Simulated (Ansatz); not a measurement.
NbAs:
Space group I4₁md (No. 109); a = 3.473 Å, b = 3.473 Å, c = 11.750 Å, α = 90.00°, β = 90.00°, γ = 90.00°

```
atom  site  symmetry       x       y       z
----  ----  --------  ------  ------  ------
Nb      4a      2mm.  0.0000  0.0000  0.7494
As      4a      2mm.  0.0000  0.0000  0.1676
```
(The calculation used a cell of 4 atoms; values per cell refer to that cell.)

Relaxed at zero pressure with plane-wave PAW PBE (Ansatz code).

Task: The volume is raised by 6 % and shape and atoms relax at that volume. What pressure results, and how do the axes share the change?

Result: -8.2 GPa; a 1.6 %, b 1.6 %, c 2.7 %; the energy rises by 29 meV/atom.

Task: Give the new structure.

Result: 
Space group I4₁md (No. 109); a = 3.5288 Å, b = 3.5288 Å, c = 12.0675 Å, α = 90.00°, β = 90.00°, γ = 90.00°

```
atom  site  symmetry       x       y       z
----  ----  --------  ------  ------  ------
Nb      4a      2mm.  0.0000  0.0000  0.7498
As      4a      2mm.  0.0000  0.0000  0.1672
```

The phase is kept; no other phase was compared at this pressure.

Space group I4_1md. The PBE relaxation kept the symmetry of its start; of distortions, only those at the zone centre were tested. The run is not spin-polarised.

Potentials: the later of the program's two PAW sets.
